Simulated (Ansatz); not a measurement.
# Mg2Zn3O5: stable or not

The structure comes from a generated guess, relaxed at this level; another structure or a mixture of phases may lie lower.

Computed with DFT PBE, scalar-relativistic, plane waves, PAW in Ansatz 0.2.0. Settings of the last relaxation (10-atom cell): 420 eV, 12×12×12 k points, Gaussian smearing of 0.02 eV, no spin polarisation.

Space group R-3m:H (No. 166). a = 3.045 Å, b = 3.045 Å, c = 37.121 Å, α = 90.00°, β = 90.00°, γ = 120.00°
| atom | site | symmetry | x | y | z |
| --- | --- | --- | --- | --- | --- |
| Mg | 6c | 3m | 0.0000 | 0.0000 | 0.8998 |
| Zn | 6c | 3m | 0.3333 | 0.6667 | 0.9662 |
| Zn | 3b | -3m | 0.6667 | 0.3333 | 0.8333 |
| O | 6c | 3m | 0.6667 | 0.3333 | 0.9319 |
| O | 6c | 3m | 0.3333 | 0.6667 | 0.8676 |
| O | 3a | -3m | 0.0000 | 0.0000 | 0.0000 |

Energies over the elements count from the elements' standard structures at the same level (O₂ as a molecule), with no fitted energy shifts.

Task: These tests were run: energy against the elements; random kick, then relaxation without symmetry; elastic tensor. What do they show?

Result:

```csv
test,result
energy against the elements,−1.839 eV/atom
"random kick, then relaxation without symmetry",returns
elastic tensor,least eigenvalue 42 GPa
```

It fails none of these tests. Other phases of the system weren't compared here, so this isn't yet thermodynamic stability. Phonons away from Γ weren't computed.

The kick test ran on a coarse mesh. The run for the elastic tensor used a 12×12×12 k mesh.
